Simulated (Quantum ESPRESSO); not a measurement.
# Ru6AgV: finding a planted mistake in a log

Computed values, not a measurement. The program is pw.x of Quantum ESPRESSO 7.5 (plane-wave density functional theory). The cell is made up: eight metal atoms on a face-centred cubic lattice, with elements, volume, strain and displacements drawn at random and not relaxed, so it may be unstable or far from any real phase. PseudoDojo standard norm-conserving files set the functional (PBE unless stated); there is no spin polarisation or spin-orbit coupling, the Fermi-Dirac width of 0.25 eV means electrons at about 2900 K, and the masses in the input are unused placeholders. A spin test at this wide smearing found no moment, but such smearing suppresses magnetism that the real alloy may have.

Intended input:

```
&control calculation='scf', pseudo_dir='./dojo.nc.sr.pbe.v0_5.standard.upf', outdir='./o', disk_io='minimal', tprnfor=.true., tstress=.true. /
&system ibrav=0, nat=8, ntyp=3, nbnd=81, ecutwfc=84.00895049, nosym=.true., tot_charge=0,
 occupations='smearing', smearing='fd', degauss=0.0183746611
/
&electrons conv_thr=1.470e-08, electron_maxstep=70, mixing_beta=0.5 /
ATOMIC_SPECIES
Ag 1.0 Ag.upf
Ru 1.0 Ru.upf
V 1.0 V.upf
CELL_PARAMETERS angstrom
0.0 -1.9535 -1.9535
1.9535 3.9071 -1.9535
7.8142 -3.9071 3.9071
ATOMIC_POSITIONS angstrom
Ru 0.0622 0.0606 -0.0702
Ru 3.9578 -1.9799 1.854
Ag 3.7439 0.0207 0.1634
Ru 7.9068 -1.8422 1.8982
Ru 1.9535 -1.9596 0.012
V 5.7345 -3.7848 1.8786
Ru 1.921 -0.0096 -2.1192
Ru 5.8172 -1.9997 0.1104
K_POINTS automatic
9 5 3 1 1 1
```

The log is shortened where brackets say so; the opening notice, blank lines, dates and the lines on written files are dropped, and the path of the files is cut. It prints rydbergs, bohrs and kilobars, and counts compression as positive stress. Its total energy is the free energy E - TS of the whole cell.

Log of the intended run:

```
     Program PWSCF v.7.5
     Parallel version (MPI & OpenMP), running on       4 processor cores
     Number of MPI processes:                 4
     Threads/MPI process:                     1
     [start-up lines left out]
     bravais-lattice index     =            0
     lattice parameter (alat)  =       5.2207  a.u.
     unit-cell volume          =     804.9585 (a.u.)^3
     number of atoms/cell      =            8
     number of atomic types    =            3
     number of electrons       =       128.00
     number of Kohn-Sham states=           81
     kinetic-energy cutoff     =      84.0090  Ry
     charge density cutoff     =     336.0358  Ry
     scf convergence threshold =      1.5E-08
     mixing beta               =       0.5000
     number of iterations used =            8  plain     mixing
     Exchange-correlation= PBE
                           (   1   4   3   4   0   0   0)
     [axes and pseudopotential details left out]
   Cartesian axes
     site n.     atom                  positions (alat units)
         1        Ru     tau(   1) = (   0.0225145   0.0219353  -0.0254102  )
         2        Ru     tau(   2) = (   1.4326016  -0.7166628   0.6710908  )
         3        Ag     tau(   3) = (   1.3551764   0.0074928   0.0591458  )
         4        Ru     tau(   4) = (   2.8620179  -0.6668196   0.6870899  )
         5        Ru     tau(   5) = (   0.7071068  -0.7093148   0.0043436  )
         6        V      tau(   6) = (   2.0757122  -1.3699809   0.6799953  )
         7        Ru     tau(   7) = (   0.6953428  -0.0034749  -0.7670851  )
         8        Ru     tau(   8) = (   2.1056471  -0.7238298   0.0399614  )
     number of k points=    68  Fermi-Dirac smearing, width (Ry)=  0.0184
                       cart. coord. in units 2pi/alat
        k(    1) = (   0.0893694  -0.0088383  -0.0697291), wk =   0.0296296
        k(    2) = (  -0.0874035   0.0500850  -0.1286524), wk =   0.0296296
     [further k points left out]
     Dense  grid:    83673 G-vectors     FFT dimensions: (  32,  54, 108)
     Estimated max dynamical RAM per process >     366.12 MB
     Estimated total dynamical RAM >       1.37 GB
     Initial potential from superposition of free atoms
     starting charge     127.9939, renormalised to     128.0000
     Starting wfcs are   80 randomized atomic wfcs +    1 random wfcs
     total cpu time spent up to now is        9.3 secs
     per-process dynamical memory:   305.8 Mb
     Self-consistent Calculation
     iteration #  1     ecut=    84.01 Ry     beta= 0.50
     Davidson diagonalization with overlap
     ethr =  1.00E-02,  avg # of iterations =  3.0
     total cpu time spent up to now is       35.2 secs
     total energy              =   -1664.82343664 Ry
     estimated scf accuracy    <       8.80159373 Ry
     iteration #  2     ecut=    84.01 Ry     beta= 0.50
     Davidson diagonalization with overlap
     ethr =  6.88E-03,  avg # of iterations =  4.4
     total cpu time spent up to now is       69.7 secs
     total energy              =   -1660.29900416 Ry
     estimated scf accuracy    <     232.58960233 Ry
     [iterations 3 to 20 left out]
     iteration # 21     ecut=    84.01 Ry     beta= 0.50
     Davidson diagonalization with overlap
     ethr =  6.35E-10,  avg # of iterations =  1.0
     total cpu time spent up to now is      493.4 secs
     total energy              =   -1670.52894664 Ry
     estimated scf accuracy    <       0.00000007 Ry
     iteration # 22     ecut=    84.01 Ry     beta= 0.50
     Davidson diagonalization with overlap
     ethr =  5.51E-11,  avg # of iterations =  1.0
     total cpu time spent up to now is      513.1 secs
     End of self-consistent calculation
     [lines on levels left out]
!    total energy              =   -1670.52894664 Ry
     estimated scf accuracy    <          6.6E-09 Ry
     smearing contrib. (-TS)   =      -0.14996005 Ry
     internal energy E=F+TS    =   -1670.37898659 Ry
     The total energy is F=E-TS. E is the sum of the following terms:
     one-electron contribution =    -426.68117062 Ry
     hartree contribution      =     295.54650808 Ry
     xc contribution           =    -273.62446334 Ry
     ewald contribution        =   -1265.61986071 Ry
     convergence has been achieved in  22 iterations
     Forces acting on atoms (cartesian axes, Ry/au):
     atom    1 type  2   force =    -0.01200596   -0.00652106    0.00416894
     atom    2 type  2   force =    -0.00068241   -0.01611394    0.04109168
     atom    3 type  1   force =     0.07778484    0.02576249   -0.06923733
     atom    4 type  2   force =    -0.02157989   -0.01386074   -0.00600847
     atom    5 type  2   force =    -0.08288625   -0.01531174    0.02724294
     atom    6 type  3   force =     0.02974529   -0.02217199    0.01837439
     atom    7 type  2   force =    -0.02250696    0.04548598    0.00470481
     atom    8 type  2   force =     0.03213132    0.00273101   -0.02033696
     Total force =     0.167232     Total SCF correction =     0.000466
     Computing stress (Cartesian axis) and pressure
          total   stress  (Ry/bohr**3)                   (kbar)     P=      -58.30
  -0.00041034   0.00006341  -0.00013887          -60.36        9.33      -20.43
   0.00006341  -0.00044876  -0.00000784            9.33      -66.01       -1.15
  -0.00013887  -0.00000784  -0.00032988          -20.43       -1.15      -48.53
     init_run     :      8.72s CPU      9.06s WALL (       1 calls)
     electrons    :    492.94s CPU    503.86s WALL (       1 calls)
     forces       :      2.80s CPU      2.81s WALL (       1 calls)
     stress       :     10.08s CPU     10.08s WALL (       1 calls)
     [timing details left out]
     PWSCF        :   8m34.78s CPU   8m46.20s WALL
     JOB DONE.
```

A second run was made from an input with one planted mistake. Its log:

```
     Program PWSCF v.7.5
     Parallel version (MPI & OpenMP), running on       4 processor cores
     Number of MPI processes:                 4
     Threads/MPI process:                     1
     [start-up lines left out]
     bravais-lattice index     =            0
     lattice parameter (alat)  =       5.2207  a.u.
     unit-cell volume          =     804.9585 (a.u.)^3
     number of atoms/cell      =            8
     number of atomic types    =            3
     number of electrons       =       128.00
     number of Kohn-Sham states=           81
     kinetic-energy cutoff     =      84.0090  Ry
     charge density cutoff     =     336.0358  Ry
     scf convergence threshold =      1.5E-08
     mixing beta               =       0.5000
     number of iterations used =            8  plain     mixing
     Exchange-correlation= SLA  PW   NOGX NOGC
                           (   1   4   0   0   0   0   0)
     [axes and pseudopotential details left out]
   Cartesian axes
     site n.     atom                  positions (alat units)
         1        Ru     tau(   1) = (   0.0225145   0.0219353  -0.0254102  )
         2        Ru     tau(   2) = (   1.4326016  -0.7166628   0.6710908  )
         3        Ag     tau(   3) = (   1.3551764   0.0074928   0.0591458  )
         4        Ru     tau(   4) = (   2.8620179  -0.6668196   0.6870899  )
         5        Ru     tau(   5) = (   0.7071068  -0.7093148   0.0043436  )
         6        V      tau(   6) = (   2.0757122  -1.3699809   0.6799953  )
         7        Ru     tau(   7) = (   0.6953428  -0.0034749  -0.7670851  )
         8        Ru     tau(   8) = (   2.1056471  -0.7238298   0.0399614  )
     number of k points=    68  Fermi-Dirac smearing, width (Ry)=  0.0184
                       cart. coord. in units 2pi/alat
        k(    1) = (   0.0893694  -0.0088383  -0.0697291), wk =   0.0296296
        k(    2) = (  -0.0874035   0.0500850  -0.1286524), wk =   0.0296296
     [further k points left out]
     Dense  grid:    83673 G-vectors     FFT dimensions: (  32,  54, 108)
     Estimated max dynamical RAM per process >     366.12 MB
     Estimated total dynamical RAM >       1.37 GB
     Initial potential from superposition of free atoms
     starting charge     127.9954, renormalised to     128.0000
     Starting wfcs are   80 randomized atomic wfcs +    1 random wfcs
     total cpu time spent up to now is        9.2 secs
     per-process dynamical memory:   305.8 Mb
     Self-consistent Calculation
     iteration #  1     ecut=    84.01 Ry     beta= 0.50
     Davidson diagonalization with overlap
     ethr =  1.00E-02,  avg # of iterations =  3.0
     total cpu time spent up to now is       34.9 secs
     total energy              =   -1665.15855411 Ry
     estimated scf accuracy    <       8.90320406 Ry
     iteration #  2     ecut=    84.01 Ry     beta= 0.50
     Davidson diagonalization with overlap
     ethr =  6.96E-03,  avg # of iterations =  4.4
     total cpu time spent up to now is       66.7 secs
     total energy              =   -1660.57506191 Ry
     estimated scf accuracy    <     234.31546163 Ry
     [iterations 3 to 20 left out]
     iteration # 21     ecut=    84.01 Ry     beta= 0.50
     Davidson diagonalization with overlap
     ethr =  1.74E-10,  avg # of iterations =  1.7
     total cpu time spent up to now is      483.6 secs
     total energy              =   -1670.92911947 Ry
     estimated scf accuracy    <       0.00000007 Ry
     iteration # 22     ecut=    84.01 Ry     beta= 0.50
     Davidson diagonalization with overlap
     ethr =  5.12E-11,  avg # of iterations =  1.0
     total cpu time spent up to now is      503.3 secs
     End of self-consistent calculation
     [lines on levels left out]
!    total energy              =   -1670.92911947 Ry
     estimated scf accuracy    <          2.6E-09 Ry
     smearing contrib. (-TS)   =      -0.14949263 Ry
     internal energy E=F+TS    =   -1670.77962685 Ry
     The total energy is F=E-TS. E is the sum of the following terms:
     one-electron contribution =    -427.68362398 Ry
     hartree contribution      =     294.79154647 Ry
     xc contribution           =    -272.26768863 Ry
     ewald contribution        =   -1265.61986071 Ry
     convergence has been achieved in  22 iterations
     Forces acting on atoms (cartesian axes, Ry/au):
     atom    1 type  2   force =    -0.00769528   -0.00914425    0.00684095
     atom    2 type  2   force =     0.00690754   -0.01130379    0.03354639
     atom    3 type  1   force =     0.06961510    0.02212959   -0.06198477
     atom    4 type  2   force =    -0.01618104   -0.01310541   -0.00523783
     atom    5 type  2   force =    -0.07938034   -0.01293354    0.02522556
     atom    6 type  3   force =     0.02399017   -0.01668020    0.01414951
     atom    7 type  2   force =    -0.02422305    0.04444793    0.00126919
     atom    8 type  2   force =     0.02696689   -0.00341033   -0.01380899
     Total force =     0.150937     Total SCF correction =     0.000295
     Computing stress (Cartesian axis) and pressure
          total   stress  (Ry/bohr**3)                   (kbar)     P=     -198.60
  -0.00136579   0.00006290  -0.00013257         -200.92        9.25      -19.50
   0.00006290  -0.00140302  -0.00000956            9.25     -206.39       -1.41
  -0.00013257  -0.00000956  -0.00128132          -19.50       -1.41     -188.49
     init_run     :      8.60s CPU      8.94s WALL (       1 calls)
     electrons    :    483.32s CPU    494.14s WALL (       1 calls)
     forces       :      2.77s CPU      2.78s WALL (       1 calls)
     stress       :      9.85s CPU      9.86s WALL (       1 calls)
     [timing details left out]
     PWSCF        :   8m24.79s CPU   8m36.08s WALL
     JOB DONE.
```

Question: the log repeats what the program read. Compare it with the intended run: what was wrong in the second input?

Answer: the files are those of another functional. The input lines that differ:

```
- &control calculation='scf', pseudo_dir='./dojo.nc.sr.pbe.v0_5.standard.upf', outdir='./o', disk_io='minimal', tprnfor=.true., tstress=.true. /
+ &control calculation='scf', pseudo_dir='./dojo.nc.sr.lda.v0_4_1.standard.upf', outdir='./o', disk_io='minimal', tprnfor=.true., tstress=.true. /
```

|  | intended run | run with the mistake |
| --- | --- | --- |
| free energy (eV) | -22728.704 | -22734.149 |
| entropy term -TS, part of it (eV) | -2.040 | -2.034 |
| pressure (GPa) | -5.83 | -19.86 |
| size of the largest force component (eV/Å) | 2.131 | 2.041 |
| largest change of a force component (eV/Å) |  | 0.210 |
| iterations | 22 | 22 |

For scale, a rerun of the intended cell at a higher cutoff and on a denser mesh moved values by no more than 0.003 eV in energy, 0.13 GPa in stress and 0.010 eV/Å in force, and a second program with other atomic files agreed on that cell to 2 % rms in force and 0.5 GPa in pressure. Files of another functional or element have another zero of energy, so the energy change says nothing on stability.